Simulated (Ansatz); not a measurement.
TiN:
```yaml
crystal:
  lattice:
    - [0.00000, 2.10183, 2.10183]
    - [2.10183, 0.00000, 2.10183]
    - [2.10183, 2.10183, 0.00000]
  atoms:
    - { symbol: Ti, position: [0.00000, 0.00000, 0.00000] }
    - { symbol: N, position: [0.50000, 0.50000, 0.50000] }
```

Relaxed with PBEsol. Special points in fractions of this cell's reciprocal vectors: Γ (0.000, 0.000, 0.000); X (0.500, 0.000, 0.500); U (0.625, 0.250, 0.625); K (0.375, 0.375, 0.750); L (0.500, 0.500, 0.500); W (0.500, 0.250, 0.750).

### Question
List the band energies nearest the Fermi level at these points for DFT-PBEsol in the program Ansatz with PAW potentials.

### Answer
In eV from the Fermi level; about four levels below and three above (degenerate sets whole), none deeper than 8.9 eV; … stands for higher levels left out; points with the same levels are listed once.

```
k                                below           above
-  -----------------------------------  --------------
Γ  -2.04 -2.04 -2.04 -0.64 -0.64 -0.64               …
X              -5.90 -3.25 -3.25 -3.23  1.74 2.54 2.54
U              -5.95 -5.81 -4.55 -0.48  2.11 2.46 3.83
L                    -8.28 -5.63 -5.63  1.80 1.80 2.50
W                    -5.58 -5.58 -5.49  0.98 0.98 2.55
```

Space group Fm-3m (rock salt). The cell was relaxed with PBEsol under the symmetry of its start; of distortions, only those at the zone centre were tested. No spin polarisation was allowed. With an odd number of electrons in the cell and no spin polarisation, the count alone makes it a metal.

Potentials: the earlier of the program's two PAW sets.
